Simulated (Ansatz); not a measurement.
GaN:
```yaml
crystal:
  lattice:
    - [3.21712, 0.00000, 0.00000]
    - [-1.60856, 2.78610, 0.00000]
    - [0.00000, 0.00000, 10.49533]
  atoms:
    - { symbol: Ga, position: [0.00000, 0.00000, 0.00051] }
    - { symbol: Ga, position: [0.00000, 0.00000, 0.50051] }
    - { symbol: Ga, position: [0.66667, 0.33333, 0.75022] }
    - { symbol: Ga, position: [0.33333, 0.66667, 0.25022] }
    - { symbol: N, position: [0.00000, 0.00000, 0.81252] }
    - { symbol: N, position: [0.00000, 0.00000, 0.31252] }
    - { symbol: N, position: [0.66667, 0.33333, 0.56238] }
    - { symbol: N, position: [0.33333, 0.66667, 0.06238] }
```

x, y and z are the axes in which the lattice vectors are written.

Task: Give the high-frequency dielectric tensor and the Born effective charge tensors of the independent atoms from DFPT, the program Ansatz at the PBE level (PAW).

Result: 
ε∞:
```
6.05  0.00  0.00
0.00  6.05  0.00
0.00  0.00  6.16
```
Z* of atom 1 (Ga), rows: field, columns: displacement, in e:
```
2.65  0.00  0.00
0.00  2.65  0.00
0.00  0.00  2.80
```
Z* of atom 3 (Ga), rows: field, columns: displacement, in e:
```
2.67  0.00  0.00
0.00  2.67  0.00
0.00  0.00  2.67
```
Z* of atom 5 (N), rows: field, columns: displacement, in e:
```
-2.65   0.00   0.00
 0.00  -2.65   0.00
 0.00   0.00  -2.75
```
Z* of atom 7 (N), rows: field, columns: displacement, in e:
```
-2.67   0.00   0.00
 0.00  -2.67   0.00
 0.00   0.00  -2.71
```

Static charges for comparison (Bader): Ga1 +1.55, Ga3 +1.54, N5 -1.55, N7 -1.55 e. Born charges measure polarisation by displacement and can exceed these by far.

Space group P6_3mc. A made-up cell: these elements were put on the sites of a structure type. Its sites differ from those of the usual phase in this space group: another stacking or structure type. The PBE relaxation kept the symmetry of its start; its stability against distortions is not shown here. Scalar-relativistic: spin–orbit coupling is off unless named, which matters more the heavier the elements.

Potentials: the later of the program's two PAW sets.
